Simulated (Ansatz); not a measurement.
AsRu:
```
AsRu
1.0
    5.68754     0.00000     0.00000
    0.00000     3.30052     0.00000
    0.00000     0.00000     6.34279
As Ru
4 4
Direct
  0.69558   0.25000   0.06785
  0.30442   0.75000   0.93215
  0.80442   0.75000   0.56785
  0.19558   0.25000   0.43215
  0.50230   0.25000   0.70275
  0.49770   0.75000   0.29725
  0.99770   0.75000   0.20275
  0.00230   0.25000   0.79725
```

Relaxed with PBEsol. Special points in fractions of this cell's reciprocal vectors: Γ (0.000, 0.000, 0.000); X (0.500, 0.000, 0.000); S (0.500, 0.500, 0.000); Y (0.000, 0.500, 0.000); Z (0.000, 0.000, 0.500); U (0.500, 0.000, 0.500); R (0.500, 0.500, 0.500); T (0.000, 0.500, 0.500).

Task: List the band energies nearest the Fermi level at these points for the program Ansatz at the PBEsol level (PAW).

Result: In eV from the Fermi level; about four levels below and three above (degenerate sets whole), none deeper than 8.9 eV; points with the same levels are listed once.

| k | below | above |
|---|---|---|
| Γ | -0.86 -0.84 -0.41 -0.34 | 0.63 1.12 2.17 |
| X | -0.78 -0.78 -0.64 -0.64 | 0.33 0.33 2.32 2.32 |
| S | -0.48 -0.48 -0.48 -0.48 | 0.03 0.03 0.03 0.03 |
| Y | -0.94 -0.94 -0.10 -0.10 | 0.17 0.17 1.37 1.37 |
| Z | -1.32 -1.32 -0.72 -0.72 | 1.42 1.42 1.83 1.83 |
| U | -1.08 -1.08 -0.54 -0.54 | 1.33 1.33 1.40 1.40 |
| R | -0.94 -0.94 -0.94 -0.94 | 0.00 0.00 0.00 0.00 |
| T | -0.99 -0.99 -0.02 -0.02 | 0.00 0.00 1.28 1.28 |

Space group Pnma. The first step of the workflow began from a Materials Project structure, measured or hypothetical; the Crystallography Open Database copy checked does not list it. Whether it is the stable phase at ambient conditions was not checked. The cell was relaxed with PBEsol under the symmetry of its start; its stability against distortions is not shown here. The workflow began spin-polarised and lost its moments. Scalar-relativistic: spin–orbit coupling is off unless named, which matters more the heavier the elements.

Potentials: the later of the program's two PAW sets.
